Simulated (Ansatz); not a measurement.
(111) slab cut from the bulk of HfN, Fm-3m (No. 225); the slab's formula is Hf5N4:

```
CELL_PARAMETERS angstrom
3.21578 0.00000 0.00000
-1.60789 2.78494 0.00000
0.00000 0.00000 25.50268
ATOMIC_POSITIONS crystal
Hf 0.66667 0.33333 0.29409
N 0.00000 0.00000 0.34557
Hf 0.33333 0.66667 0.39704
N 0.66667 0.33333 0.44852
Hf 0.00000 0.00000 0.50000
N 0.33333 0.66667 0.55148
Hf 0.66667 0.33333 0.60296
N 0.00000 0.00000 0.65443
Hf 0.33333 0.66667 0.70591
```

Computed with DFT PBE, scalar-relativistic, plane waves, PAW in Ansatz. Cutoff 420 eV; k points 12×12×1 on the computed 9-atom cell (Γ-centred); Gaussian smearing, width 0.10 eV; no spin polarisation. The cell repeats along c with a dipole correction in the vacuum.

(1) What forces act on the atoms?

Spin–orbit coupling is left out, which can shift energies with elements as heavy as these.

Answers

(1)
```
atom Fx (eV/Å) Fy (eV/Å) Fz (eV/Å)
 Hf1      0.000      0.000      0.328
  N2      0.000      0.000      0.196
 Hf3      0.000      0.000     -0.750
  N4      0.000      0.000      0.045
 Hf5      0.000      0.000      0.000
  N6      0.000      0.000     -0.045
 Hf7      0.000      0.000      0.750
  N8      0.000      0.000     -0.196
 Hf9      0.000      0.000     -0.328
```

Cost: 1 run of about 0.38 core-minutes, on AMD EPYC 9R45 (Zen 5) (shared hosts).